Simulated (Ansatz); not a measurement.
# B6As: excitons and shallow donors from band masses and screening

Theory: DFT r2SCAN, scalar-relativistic, plane waves, PAW in Ansatz.

Cutoff 500 eV; k points 6×6×6 on the computed 14-atom cell (Γ-centred); Gaussian smearing, width 0.02 eV; no spin polarisation.

Relaxed cell: R-3m, a = 6.132 Å, b = 6.132 Å, c = 11.896 Å, α = 90.00°, β = 90.00°, γ = 120.00°, 14 atoms in the primitive cell. Whether it is the stable form of this composition wasn't checked.

The calculation gives a Kohn–Sham gap of 2.88 eV, an electron mass of 0.332 mₑ and a hole mass of 0.591 mₑ (harmonic means over x, y, z and over the bands degenerate at each edge), and ε∞ = 7.72 (independent particles, mean of the diagonal). Masses and screening differ among the axes, which the isotropic model averages.

Question: Estimate the binding energy and radius of a Wannier–Mott exciton and of a shallow donor, and say whether the hydrogenic model can hold.

Answer: The reduced mass is μ = mₙmₕ/(mₙ + mₕ) = 0.213 mₑ, with mₙ and mₕ the band masses. With E_b = 13.606 eV × μ/ε² and a = 0.529 Å × ε/μ (μ in mₑ) the exciton has E_b = 49 meV and a = 19.2 Å. For a donor μ is the electron mass: 76 meV and 12.3 Å. The exciton's radius is 4 times the shortest lattice vector (5.32 Å), so the continuum picture is reasonable. In a polar crystal the ions screen too, so a state bound more weakly than an optical phonon feels the larger static constant, which lowers the energy and widens the orbit. The other way, the small Kohn–Sham gap and the missing local fields make ε∞ too large and the masses tend to be too light, which underbinds. The edges lie at different points of the zone, so the exciton is indirect.

Cost: 4 runs of about 10 core-minutes in all, on Oxide Virtual Turin-like Processor (Zen 5) (shared hosts).